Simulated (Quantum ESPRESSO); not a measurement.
pw.x input (Quantum ESPRESSO 7.5; LDA, PseudoDojo standard norm-conserving files, scalar-relativistic):

```
&CONTROL
  calculation = 'scf'
  pseudo_dir = './pseudo'
  outdir = './out'
  tprnfor = .true.
  tstress = .true.
/
&SYSTEM
  ibrav = 0
  nat = 2
  ntyp = 2
  ecutwfc = 72.0
  ecutrho = 288.0
  occupations = 'smearing'
  smearing = 'fd'
  degauss = 0.002
  nbnd = 12
/
&ELECTRONS
  conv_thr = 2e-10
/
ATOMIC_SPECIES
K 39.0983 K.upf
Br 79.9040 Br.upf
CELL_PARAMETERS angstrom
  0.000000000000   3.185352430000   3.185352430000
  3.185352430000   0.000000000000   3.185352430000
  3.185352430000   3.185352430000   0.000000000000
ATOMIC_POSITIONS crystal
K   0.000000000000   0.000000000000   0.000000000000
Br   0.500000000000   0.500000000000   0.500000000000
K_POINTS automatic
8 8 8 0 0 0
```

End of the output:

```
     total energy              =     -91.66661534 Ry
     estimated scf accuracy    <       0.00000015 Ry
     total energy              =     -91.66661538 Ry
     estimated scf accuracy    <       0.00000007 Ry
     total energy              =     -91.66661540 Ry
     estimated scf accuracy    <          7.5E-10 Ry
[...]
     the Fermi energy is     3.0366 ev
!    total energy              =     -91.66661540 Ry
     estimated scf accuracy    <          2.3E-11 Ry
     smearing contrib. (-TS)   =       0.00000000 Ry
     internal energy E=F+TS    =     -91.66661540 Ry
     The total energy is F=E-TS. E is the sum of the following terms:
     one-electron contribution =     -25.91569309 Ry
     hartree contribution      =      18.03794326 Ry
     xc contribution           =     -22.87473053 Ry
     ewald contribution        =     -60.91413503 Ry
     convergence has been achieved in   8 iterations
     Forces acting on atoms (cartesian axes, Ry/au):
     atom    1 type  1   force =     0.00000000    0.00000000    0.00000000
     atom    2 type  2   force =    -0.00000000   -0.00000000    0.00000000
     Total force =     0.000000     Total SCF correction =     0.000000
     Computing stress (Cartesian axis) and pressure
          total   stress  (Ry/bohr**3)                   (kbar)     P=       -0.11
  -0.00000074   0.00000000   0.00000000           -0.11        0.00        0.00
   0.00000000  -0.00000074   0.00000000            0.00       -0.11        0.00
   0.00000000   0.00000000  -0.00000074            0.00        0.00       -0.11
```
In a gapped system the printed Fermi energy is only some level inside the gap.

Spin-orbit coupling is not included.

Geometry relaxed with LDA.
